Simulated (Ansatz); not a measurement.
The start is a relaxed TePb cell deformed by the Cartesian strain tensor (xx, yy, zz, yz, xz, xy) = (-0.016, 0.001, 0.036, -0.019, -0.007, 0.029). The structure is fully relaxed (lattice and positions, P = 0) with r2SCAN (plane waves to 500 eV, PAW, scalar-relativistic; Ansatz, a quantum-chemistry and plane-wave program). The first steps use a coarse 6×6×6 k-mesh.

The start:
```
CELL_PARAMETERS angstrom
      0.07188     3.20667     3.32102
      3.19033     0.03267     3.36022
      3.31121     3.36676    -0.08821
ATOMIC_POSITIONS crystal
  Te 0.00000 0.00000 0.00000
  Pb 0.50000 0.50000 0.50000
```

Q: By how much does the energy per atom fall from start to end?

A: 25 meV/atom.

Q: How do the shortest distances between atoms change?

A: The closest pairs of elements (up to four, under 3.6 Å), start → end: Pb–Te 3.22 → 3.27 Å.

It ends as:

Space group Fm-3m (No. 225); a = 6.5354 Å, b = 6.5354 Å, c = 6.5354 Å, α = 90.00°, β = 90.00°, γ = 90.00°

| atom | site | symmetry | x | y | z |
|---|---|---|---|---|---|
| Te | 4a | m-3m | 0.0000 | 0.0000 | 0.0000 |
| Pb | 4b | m-3m | 0.5000 | 0.5000 | 0.5000 |
(The calculation used a cell of 2 atoms; values per cell refer to that cell.)

Final values are on a 9×9×9 k-mesh of the relaxed cell. No spin polarisation in the result.

The run could not lose the symmetry of its start.

All atoms sit on sites fixed by symmetry, so only the cell could relax.
